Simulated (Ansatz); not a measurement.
Ca (fcc, Cu type)

```
Ca
1.0
    0.00000     2.78428     2.78428
    2.78428     0.00000     2.78428
    2.78428     2.78428     0.00000
Ca
1
Direct
  0.00000   0.00000   0.00000
```

This relaxed cell (volume V₀) is scaled evenly in all directions, its shape held. Symmetry pins the atoms to their sites.

The numbers are results of r2SCAN (plane waves to 500 eV, PAW, scalar-relativistic; Ansatz, an electronic-structure program), not measurements. k mesh 14×14×14 (Γ-centred), Fermi-Dirac smearing 0.05 eV. The energy includes the smearing's −TS. Stress and pressure are positive under compression. Ca was relaxed with its symmetry unable to fall. The PAW data are Ansatz's earlier set. The zero of ΔE is the relaxed starting cell. The last digit holds for this mesh only.

```json
[
 {"V (Å³/atom)": "40.579", "ΔE (meV/atom)": "withheld"},
 {"V (Å³/atom)": "41.010", "ΔE (meV/atom)": "6.5"},
 {"V (Å³/atom)": "41.442", "ΔE (meV/atom)": "4.1"},
 {"V (Å³/atom)": "41.874", "ΔE (meV/atom)": "2.3"},
 {"V (Å³/atom)": "42.305", "ΔE (meV/atom)": "1.0"},
 {"V (Å³/atom)": "42.737", "ΔE (meV/atom)": "0.2"},
 {"V (Å³/atom)": "43.169", "ΔE (meV/atom)": "0.0"},
 {"V (Å³/atom)": "43.600", "ΔE (meV/atom)": "0.2"},
 {"V (Å³/atom)": "44.032", "ΔE (meV/atom)": "0.9"},
 {"V (Å³/atom)": "44.464", "ΔE (meV/atom)": "2.1"},
 {"V (Å³/atom)": "44.896", "ΔE (meV/atom)": "3.6"},
 {"V (Å³/atom)": "45.327", "ΔE (meV/atom)": "5.6"},
 {"V (Å³/atom)": "45.759", "ΔE (meV/atom)": "8.0"}
]
```

**Question.** Fit a third-order Birch-Murnaghan form (E₀, V₀, B₀, B₀′ free) to the given rows and predict ΔE at V = 40.579.

**Answer.** Least squares on the 12 given rows: ΔE = E₀ + (9V₀B₀/16)·y²·[2 + (B₀′ − 4)y], y = (V₀/V)^(2/3) − 1, with V₀ = 43.177 Å³/atom, B₀ = 17.96 GPa (160.2 GPa = 1 eV/Å³; the term in eV is multiplied by 1000), B₀′ = 2.98, E₀ = -0.02 meV/atom; root-mean-square residual 0.02 meV/atom. At 40.579 the fit gives 9.5 meV/atom; the calculation gives 9.5 meV/atom, the same to the digits shown. For the pressure the fit gives 1.2 GPa against the computed 1.2 GPa.

(Under strain, the slope of the energy per volume gives the stress and its curvature an elastic modulus.)
